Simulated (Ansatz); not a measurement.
Where the states of ZrGa3 lie

```xyz
4
Lattice="-1.9855 1.9855 4.3645 1.9855 -1.9855 4.3645 1.9855 1.9855 -4.3645" Properties=species:S:1:pos:R:3 pbc="T T T"
Zr    0.0000    0.0000    0.0000
Ga    0.0000    0.0000    4.3645
Ga    0.0000    1.9855    2.1822
Ga    1.9855    0.0000    2.1822
```

The cell comes from COD entry 1523054, which wasn't checked; take it as a given geometry. It is an old determination, and later ones may differ.

Spin polarisation is left out, and whether a magnetic state lies lower isn't shown here.

The calculation used DFT, LDA, all-electron LAPW, scalar-relativistic in Ansatz 0.2.0.

The runs use a Γ-centred 12×12×12 k mesh, Fermi–Dirac smearing of 0.03 eV, basis error target 1 meV/atom, no spin polarisation.

States per eV and cell, averaged over 0.4 eV, from -5.8 to 4.0 eV, with energies (bin centres) from the Fermi level; empty bins are left out. The partial columns, the largest 4 alone, are projections on Löwdin-orthogonalised atomic shells (those that the program's projection atoms carry: the occupied ones and, for some elements, an empty d or f shell; other empty shells have no column), summed over atoms of an element. Weights on diffuse s and p shells depend on that basis and aren't pure angular character.

```tsv
E (eV)	total	Ga 4p	Zr 4d	Ga 4s	Zr 5s
-5.7	1.04	0.34	0.17	0.49	0.02
-5.3	1.42	0.47	0.21	0.66	0.04
-4.9	1.23	0.40	0.21	0.56	0.03
-4.5	1.05	0.33	0.20	0.49	0.02
-4.1	0.93	0.27	0.18	0.44	0.01
-3.7	0.72	0.26	0.15	0.29	0.01
-3.3	1.02	0.62	0.19	0.16	0.04
-2.9	1.70	1.03	0.39	0.19	0.05
-2.5	1.48	0.88	0.36	0.17	0.03
-2.1	1.66	0.99	0.44	0.16	0.03
-1.7	2.85	1.66	0.91	0.19	0.03
-1.3	2.82	1.49	1.12	0.15	0.01
-0.9	2.30	1.10	0.99	0.15	0.02
-0.5	2.52	1.09	1.24	0.11	0.02
-0.1	1.74	0.60	1.00	0.09	0.01
0.3	1.17	0.34	0.74	0.06	0.01
0.7	0.75	0.19	0.49	0.05	0.00
1.1	1.28	0.37	0.67	0.20	0.01
1.5	2.14	0.71	0.87	0.44	0.05
1.9	2.39	0.81	1.09	0.37	0.04
2.3	3.53	1.06	1.82	0.49	0.04
2.7	3.65	0.90	2.06	0.51	0.08
3.1	2.43	0.69	1.10	0.44	0.09
3.5	1.96	0.72	0.67	0.39	0.07
3.9	2.64	0.94	0.95	0.50	0.10
```

(1) Which of the resolved shells contributes most within 0.3 eV of the Fermi level?

(2) Where is the centre of the filled Zr 4d states between -14 eV and the top of the filled states?

Results:

(1) Zr 4d, with 59 % of all states there; Ga 4p follows with 33 %.

(2) -2.18 eV from the Fermi level.
